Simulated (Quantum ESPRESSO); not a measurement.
# Planted mistakes on one cell of SiGa2ZnP4

Calculated results; nothing here was measured. They come from pw.x of Quantum ESPRESSO 7.5, a plane-wave density functional program, with PseudoDojo standard norm-conserving files (v0.5 for PBE, v0.4.1 for LDA and PBEsol). The cells are made up: elements, strain and atom displacements were drawn at random, and nothing was relaxed. There is no spin polarisation, spin-orbit coupling or dispersion term.

The cell has 8 sites of a zincblende or diamond lattice. Sites 1 to 4 hold Si Ga Zn Ga; sites 5 to 8 hold P P P P. Cell vectors in Å: (5.434, 0.000, 0.000); (0.000, 5.434, 0.000); (0.000, 0.000, 5.434). Settings: PBE, cutoff 1143 eV, 4 x 4 x 4 k mesh shifted by half a step, Fermi-Dirac smearing of 0.025 eV.

The intended run has a self-consistency threshold of 1e-07 eV, a smearing term of 0.000 eV, a pressure of 0.84 GPa and 10 iterations. Each further run changes one thing: all lengths scaled by 0.9829; atoms of sites 1 and 6 exchanged; cutoff 576 eV; files of LDA; k mesh 2 x 2 x 2; one electron added; smearing 0.5 eV; threshold 0.6 eV. A coarse mesh keeps the shift, and a charged cell sits in a uniform background.

```
run  change of free energy (eV)  smearing term -TS (eV)  change of P (GPa)  largest change of a force component (eV/Å)  iterations
  A                      -0.327                  -1.163               0.58                                       0.130          10
  B                       2.120                  -0.005               1.18                                       0.333          11
  C                       5.246                   0.000              -5.17                                       0.169          10
  D                       0.052                   0.000              -4.86                                       0.918           3
  E                       0.158                   0.000               4.79                                       0.210           9
  F                       8.873                  -0.006              13.01                                       0.389          11
  G                       0.488                   0.000               0.34                                       0.089          10
  H                      77.992                   0.000            -345.61                                       0.096          11
```

A rerun of the intended cell at 1437 eV and k mesh 6 x 6 x 6 moved values by no more than 0.009 eV in the cell's energy, 0.02 GPa in stress and 0.004 eV/Å in force.

Question: which change belongs to which run?

## Worked reading

Run D has the fewest iterations, as a run stopped early does. Run A has the largest smearing term, as wide smearing gives. Run H has a higher energy and the largest fall in pressure, as too small a basis gives. Run E changes the volume by a factor of 0.9496; minus its pressure change over the logarithm of that factor, 93 GPa, is a rough bulk modulus with clamped atoms. Energies from files of another functional, or of a charged cell, have another zero and say nothing on stability; the pressure of a charged cell rests on the program's zero of potential too.

## Key

```
run,change
A,smearing 0.5 eV
B,atoms of sites 1 and 6 exchanged
C,files of LDA
D,threshold 0.6 eV
E,all lengths scaled by 0.9829
F,one electron added
G,k mesh 2 x 2 x 2
H,cutoff 576 eV
```